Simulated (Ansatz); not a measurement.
Geometry optimisation in Ansatz: input, command and trajectory.

```yaml
crystal:
  lattice:
    - [-2.958245, 2.958245, 6.269755]
    - [2.958245, -2.958245, 6.269755]
    - [2.958245, 2.958245, -6.269755]
  atoms:
    - { symbol: Zn, position: [0.0, 0.0, 0.0] }
    - { symbol: Ag, position: [0.75, 0.25, 0.5] }
    - { symbol: Ag, position: [0.25, 0.75, 0.5] }
    - { symbol: Sn, position: [0.5, 0.5, 0.0] }
    - { symbol: Se, position: [0.63742, 0.12421, 0.0] }
    - { symbol: Se, position: [0.12421, 0.63742, 0.0] }
    - { symbol: Se, position: [0.36258, 0.36258, 0.48679] }
    - { symbol: Se, position: [0.87579, 0.87579, 0.51321] }
basis:
  ecutwfc: 420
kpoints:
  mp_grid: { grid: [8, 8, 8] }
hamiltonian:
  xc: pbesol
scf:
  occupations: { method: gaussian, width: 0.1 }
output:
  forces: true
  stress: true
  eigenvalues: true
  write_density: true
  write_potential: true
  elf: true
  volumetric_format: npy
relax:
  adjacent_minimum: "off"
  f_tol: 0.005
  max_steps: 80
  cell: { stress_tol: 0.05 }
```

```bash
ansatz run input.yaml --threads 2 --pin off --max-ram 5120MiB --backend cpu --events-out ev --progress --plain --runs-dir out
```

Level of theory: Ansatz 0.2.0, DFT PBEsol, scalar-relativistic, plane waves, PAW.

Of 5 frames 5 are shown, positions in Å and forces in eV/Å; the SCF threshold varies from step to step. Steps run on the plane waves of an earlier cell, with a Pulay correction in the pressure. The basis is chosen afresh for the last frame, the zero of the energies, and at times for earlier ones too; energy and pressure can step there, also at an unchanged geometry. Where two frames share a geometry here, they differ by under 2 meV/atom and 0.3 GPa.

```xyz
8
Lattice="-2.9582 2.9582 6.2698 2.9582 -2.9582 6.2698 2.9582 2.9582 -6.2698" Properties=species:S:1:pos:R:3:forces:R:3 pbc="T T T" step=1 free_energy_over_end_meV_per_atom=19.62 pressure_GPa=-3.20
Zn    0.0000    0.0000    0.0000    0.0000    0.0000    0.0000
Ag    0.0000    2.9582    3.1349    0.0000    0.0000    0.0000
Ag    2.9582    0.0000    3.1349    0.0000    0.0000    0.0000
Sn    0.0000    0.0000    6.2698    0.0000    0.0000    0.0000
Se   -1.5182    1.5182    4.7752   -0.0007    0.0007   -0.0642
Se    1.5182   -1.5182    4.7752    0.0007   -0.0007   -0.0642
Se    1.4400    1.4400    1.4945   -0.0007   -0.0007    0.0642
Se    1.5182    1.5182    7.7643    0.0007    0.0007    0.0642
8
Lattice="-2.8666 2.8666 6.1271 2.8666 -2.8666 6.1271 2.8666 2.8666 -6.1271" Properties=species:S:1:pos:R:3:forces:R:3 pbc="T T T" step=2 free_energy_over_end_meV_per_atom=2.95 pressure_GPa=1.22
Zn    0.0000    0.0000    0.0000    0.0000    0.0000    0.0000
Ag    0.0000    2.8666    3.0636    0.0000    0.0000    0.0000
Ag    2.8666    0.0000    3.0636    0.0000    0.0000    0.0000
Sn    0.0000    0.0000    6.1271    0.0000    0.0000    0.0000
Se   -1.4649    1.4649    4.6391   -0.1772    0.1772    0.0717
Se    1.4649   -1.4649    4.6391    0.1772   -0.1772    0.0717
Se    1.4017    1.4017    1.4880   -0.1772   -0.1772   -0.0717
Se    1.4649    1.4649    7.6151    0.1772    0.1772   -0.0717
8
Lattice="-2.8899 2.8899 6.1543 2.8899 -2.8899 6.1543 2.8899 2.8899 -6.1543" Properties=species:S:1:pos:R:3:forces:R:3 pbc="T T T" step=3 free_energy_over_end_meV_per_atom=-0.31 pressure_GPa=-0.14
Zn    0.0000    0.0000    0.0000    0.0000    0.0000    0.0000
Ag    0.0000    2.8899    3.0772    0.0000    0.0000    0.0000
Ag    2.8899    0.0000    3.0772    0.0000    0.0000    0.0000
Sn    0.0000    0.0000    6.1543    0.0000    0.0000    0.0000
Se   -1.4940    1.4940    4.6727    0.0028   -0.0028   -0.0185
Se    1.4940   -1.4940    4.6727   -0.0028    0.0028   -0.0185
Se    1.3958    1.3958    1.4816    0.0028    0.0028    0.0185
Se    1.4940    1.4940    7.6359   -0.0028   -0.0028    0.0185
8
Lattice="-2.8861 2.8861 6.1549 2.8861 -2.8861 6.1549 2.8861 2.8861 -6.1549" Properties=species:S:1:pos:R:3:forces:R:3 pbc="T T T" step=4 free_energy_over_end_meV_per_atom=-0.37 pressure_GPa=-0.01
Zn    0.0000    0.0000    0.0000    0.0000    0.0000    0.0000
Ag    0.0000    2.8861    3.0774    0.0000    0.0000    0.0000
Ag    2.8861    0.0000    3.0774    0.0000    0.0000    0.0000
Sn    0.0000    0.0000    6.1549    0.0000    0.0000    0.0000
Se   -1.4921    1.4921    4.6709    0.0001   -0.0001    0.0015
Se    1.4921   -1.4921    4.6709   -0.0001    0.0001    0.0015
Se    1.3939    1.3939    1.4839    0.0001    0.0001   -0.0015
Se    1.4921    1.4921    7.6388   -0.0001   -0.0001   -0.0015
8
Lattice="-2.8861 2.8861 6.1549 2.8861 -2.8861 6.1549 2.8861 2.8861 -6.1549" Properties=species:S:1:pos:R:3:forces:R:3 pbc="T T T" step=5 free_energy_over_end_meV_per_atom=0.00 pressure_GPa=-0.01
Zn    0.0000    0.0000    0.0000    0.0000    0.0000    0.0000
Ag    0.0000    2.8861    3.0774    0.0000    0.0000    0.0000
Ag    2.8861    0.0000    3.0774    0.0000    0.0000    0.0000
Sn    0.0000    0.0000    6.1549    0.0000    0.0000    0.0000
Se   -1.4921    1.4921    4.6709    0.0000    0.0000    0.0012
Se    1.4921   -1.4921    4.6709    0.0000    0.0000    0.0012
Se    1.3939    1.3939    1.4839    0.0000    0.0000   -0.0012
Se    1.4921    1.4921    7.6388    0.0000    0.0000   -0.0012
```

Time: 6.6 min on 2 threads of Arm Neoverse V1, on a shared host, peak memory 1.1 GiB.